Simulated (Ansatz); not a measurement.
KCl:
```cif
data_ClK
_chemical_formula_sum 'K1 Cl1'
_space_group_name_H-M_alt 'P 1'
_space_group_IT_number 1
_cell_length_a 4.29653
_cell_length_b 4.29653
_cell_length_c 4.29653
_cell_angle_alpha 60.000
_cell_angle_beta 60.000
_cell_angle_gamma 60.000
loop_
_space_group_symop_operation_xyz
  'x, y, z'
loop_
_atom_site_label
_atom_site_type_symbol
_atom_site_fract_x
_atom_site_fract_y
_atom_site_fract_z
_atom_site_occupancy
K1 K 0.00000 0.00000 0.00000 1
Cl1 Cl 0.50000 0.50000 0.50000 1
```

Relaxed with LDA.

### Question
Give the optical modes at the zone centre with their infrared and Raman activity from DFPT, DFT-LDA in the program Ansatz with PAW potentials.

### Answer
Transverse frequencies, without the LO–TO term; a row sums one degenerate level.

```csv
ω (cm⁻¹),degeneracy,IR ((D/Å)²/amu),Raman (Å⁴/amu),activity,symmetry
161,3,4.58,0,IR,T1u
```

### Question
How high does the top mode go among those that the LO–TO term moves?

### Answer
222 cm⁻¹ for q along x.

Space group Fm-3m (rock salt). The cell was relaxed with LDA under the symmetry of its start; phonons on a q-mesh show no instability.

Potentials: the later of the program's two PAW sets.
